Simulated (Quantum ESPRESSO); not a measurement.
## Ti2NbAlO8 (convergence and cost over cutoff and k mesh)

Computed values, not a measurement. The program is pw.x of Quantum ESPRESSO 7.5 (plane-wave density functional theory). The cell is made up: 12 atoms on a fluorite lattice, with randomly drawn elements, strain and displacements, not relaxed. PseudoDojo standard norm-conserving files (v0.5 for PBE, v0.4.1 for LDA and PBEsol) set the functional; there is no spin polarisation, spin-orbit coupling or dispersion term, and the masses in the input are unused placeholders.

Input of the run in row 4:

```
&control calculation='scf', pseudo_dir='./dojo.nc.sr.pbe.v0_5.standard.upf', outdir='./o', disk_io='medium', tprnfor=.true., tstress=.true. /
&system ibrav=0, nat=12, ntyp=4, nbnd=50, ecutwfc=84.00895049, nosym=.true., tot_charge=0,
 occupations='smearing', smearing='fd', degauss=0.0018374661
/
&electrons conv_thr=7.350e-09, electron_maxstep=60, /
ATOMIC_SPECIES
Al 1.0 Al.upf
Nb 1.0 Nb.upf
O 1.0 O.upf
Ti 1.0 Ti.upf
CELL_PARAMETERS angstrom
4.9162 0.0333 -0.0016
0.0333 4.8467 0.018
-0.0016 0.018 4.7936
ATOMIC_POSITIONS angstrom
Ti -0.0954 -0.0307 -0.0605
Ti -0.0005 2.5195 2.4318
Nb 2.4328 -0.029 2.4178
Al 2.5082 2.3428 0.08
O 1.2313 1.2983 1.0939
O 1.2017 1.2387 3.6335
O 1.3231 3.6449 1.1449
O 1.2799 3.7606 3.6021
O 3.5865 1.3408 1.1982
O 3.5528 1.2279 3.5872
O 3.6776 3.6526 1.1587
O 3.6835 3.6593 3.5995
K_POINTS automatic
5 5 5 1 1 1
```

The same cell was run at these settings. Meshes are shifted by half a step, and differences are from the last row, which is itself not exact.

```
cutoff (eV)     k mesh  k points solved  threshold (eV)  free energy less the last row's (eV)  pressure (GPa)  largest stress difference (GPa)  largest force difference (eV/Å)  iterations  wall time (s)  k-point pools                  processor
        800  2 x 2 x 2                4           1e-04                                 1.074          -15.45                            16.06                            0.171          25             73              1      AMD EPYC, Zen 5 class
       1143  2 x 2 x 2                4           1e-07                                -0.451           -0.28                             0.86                            0.167          27            175              1      AMD EPYC, Zen 5 class
        738  5 x 5 x 5               63           1e-07                                 3.368          -27.48                            28.04                            0.142          23            906              1      AMD EPYC, Zen 5 class
       1143  5 x 5 x 5               63           1e-07                                 0.002            0.50                             0.05                            0.002          21           1621              1      AMD EPYC, Zen 5 class
       1467  7 x 7 x 7              172           1e-07                                 0.000            0.55                             0.00                            0.000          29           1128              4  Intel Xeon, 2023 or later
```

Each pool is one process. Wall times include start-up and a band step at six k points, which weighs most on the coarsest meshes. The runs were on shared virtual cores whose load varied, so times are rough.